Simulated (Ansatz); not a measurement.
ScAlCO, in the lowest among the structures calculated here: P6₃mc (No. 186), hP8; a = 3.245 Å, b = 3.245 Å, c = 10.180 Å, α = 90.00°, β = 90.00°, γ = 120.00°; Sc 2b (0.333, 0.667, 0.304); Al 2a (0.000, 0.000, 0.021); C 2b (0.667, 0.333, 0.442); O 2a (0.000, 0.000, 0.197). All values below come from r2SCAN (plane waves to 500 eV, PAW, scalar-relativistic; Ansatz, a first-principles code). Element references, the lowest calculated here: C (R-3m), Sc (P6₃/mmc), O (C2/m, ferromagnetic, forced by one molecule a cell; α-O2 is antiferromagnetic), Al (Fm-3m); gases are represented by their molecular solids.

Task: What formation energy of this P6₃mc form of ScAlCO from the elements does r2SCAN give?

Result: -1.93 eV/atom.

Static energies, no anion corrections, no zero-point energy. Values are rounded to 0.01 eV/atom. The compounds carry no spin polarisation.
